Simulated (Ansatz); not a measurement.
# Si2Mo under strong compression

```
CELL_PARAMETERS angstrom
-1.59981 1.59981 3.91947
1.59981 -1.59981 3.91947
1.59981 1.59981 -3.91947
ATOMIC_POSITIONS crystal
Si 0.66511 0.66511 0.00000
Si 0.33489 0.33489 0.00000
Mo 0.00000 0.00000 0.00000
```

The base volume is that of a database entry, with shape and atoms relaxed on PAW files at held volume, so it needn't be at zero pressure; the structure needn't be the stable phase, at rest or compressed.

Its volume is scaled, and at each volume shape and atoms are relaxed on PAW files; all methods then take that cell.

Level of theory: DFT with PBE, scalar-relativistic, in Ansatz 0.2.0; a Γ-centred 16×16×16 k mesh, Fermi–Dirac smearing of 0.05 eV, no spin polarisation. LAPW: all electrons, basis error target 1 meV/atom; PAW: frozen-core files, cutoff 420 eV; crystal datasets: all electrons, by PAW datasets that the program makes for each cell.

Energies are extrapolated to zero smearing and count from the unscaled cell; pressure is positive in compression; gaps take the mesh and a band path. No temperature or zero-point motion is included.

The structure type is held throughout; the real material can change phase at far lower pressure.

| V/V0 | V (Å³/atom) | P LAPW (GPa) | ΔE LAPW (eV/atom) | P PAW − LAPW (GPa) | ΔE PAW − LAPW (meV/atom) | space group | shortest distance (Å) |
| --- | --- | --- | --- | --- | --- | --- | --- |
| 1.00 | 13.38 | 3.22 | 0.000 | -0.03 | 0.0 | I4/mmm | 2.589 |
| 0.80 | 10.70 | 81.4 | ? | 0.05 | 0.1 | I4/mmm | 2.413 |
| 0.50 | 6.69 | 611.6 | 7.341 | 0.56 | 7.0 | I4/mmm | 2.024 |
| 0.40 | 5.35 | 1189 | 14.565 | -0.18 | 9.3 | I4/mmm | 1.859 |

Q: What belongs in the row "0.80", column "ΔE LAPW (eV/atom)"?

A: 0.591.

Q: From the table, what is the rise of the enthalpy H = E + pV up to the last row, and how stiff is the crystal between the last two rows?

A: ΔH = 14.565 eV + (1189 GPa × 5.35 Å³ − 3.22 GPa × 13.38 Å³) × 0.006242 eV/(GPa·Å³) = 53.99 eV/atom, of which pV makes 73 %. The mean bulk modulus there is −ΔP/Δln V = 2590 GPa.

Q: At the smallest volume, how far do crystal datasets lie from LAPW in pressure?

A: crystal datasets: +0.01 GPa, on a LAPW pressure of 1189 GPa.

Q: How do the Löwdin populations by LAPW change from the unscaled cell to the last row?

A: Si 2s 1.99 → 1.93, Si 3s 1.17 → 0.74, Si 3p 2.71 → 2.56, Mo 4s 1.93 → 1.80, Mo 4p 5.99 → 5.85, Mo 4d 5.71 → 7.03 electrons an atom. These are projections on the shells that the free atoms fill; 0.20 e a cell lies outside them at the start and 0.48 e at the end.
